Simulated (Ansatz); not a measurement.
Values for one crystal, relaxed and computed with HSE06 in the plane-wave PAW code Ansatz; other levels are named.

```yaml
volume_per_atom: 11.82 Å³
band_gap: 3.36 eV (indirect)
valence_band_maximum: at R
Gap with spin–orbit coupling: 3.33 eV (at the special points and the edges found without it)
Bulk modulus (Birch–Murnaghan fit): 194 GPa
smallest_direct_gap_on_the_standard_path: 3.72 eV
Pressure derivative B′: 4.3
```

Task: Which of these materials gives this?
A) SrTiO3, cubic perovskite
B) BaTiO3, P4mm (Ba on 1b, Ti on 1a, O on 2c, O on 1a)
C) SiO2, rutile
D) SrO, rock salt

Result: A, SrTiO3, cubic perovskite

Space group Pm-3m (cubic perovskite). The HSE06 relaxation kept the symmetry of its start. The run is not spin-polarised. The hybrid was solved on a coarse mesh, the path and, where they were found, the r²SCAN edge points; its band edges are the extreme levels among these. Spin–orbit coupling is left out wherever it is not named.

Potentials: the earlier of the program's two PAW sets.
